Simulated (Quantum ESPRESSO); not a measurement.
# Cheap against tight settings: RbBr

```
RbBr
1.0
    0.00000     3.45595     3.45595
    3.45595     0.00000     3.45595
    3.45595     3.45595     0.00000
Rb Br
1 1
Direct
  0.00000   0.00000   0.00000
  0.50000   0.50000   0.50000
```
Geometry: a computed entry of the Materials Project; it was not checked against measured cells. It is RbBr in Fm-3m; whether this form has been observed was not checked. Stability against distortions was not tested.

Method: σ by GIPAW with PBE in a modified build of Quantum ESPRESSO, on JTH PAW datasets. The cutoff rises from row to row, with the meshes as listed. Costs are rough, from a shared machine. These are absolute shieldings with no macroscopic susceptibility term; δ = σ_ref − σ needs a reference computed alike. Spin–orbit coupling is left out; its weight grows with the heaviest atom, Rb here. The datasets of Br hold no d projectors, which limits absolute σ on these atoms.

```
setting  cutoff (Ha)           k-mesh
-------  -----------  ---------------
A                  8  3×3×3 through Γ
B                 10    3×3×3 shifted
C                 20    4×4×4 shifted
D                 30    6×6×6 shifted
```

Problem. From which setting on does σ_iso Br (ppm) stay within 5 of the tightest run?

Solution. From B on. Differences from the tightest run: A -105.1, B 2.1, C 1.2.

| setting | cutoff (Ha) | k-mesh | σ_iso Rb (ppm) | σ_iso Br (ppm) | f-sum rule missed by (%) | rough cost ratio |
|---|---|---|---|---|---|---|
| A | 8 | 3×3×3 through Γ | 2992.2 | 2507.7 | 0.05 | about 1 |
| B | 10 | 3×3×3 shifted | 3016.1 | 2614.9 | 0.05 | about 1 |
| C | 20 | 4×4×4 shifted | 3014.2 | 2613.9 | 0.00 | 5 |
| D | 30 | 6×6×6 shifted | 3014.0 | 2612.8 | 0.00 | 20 |
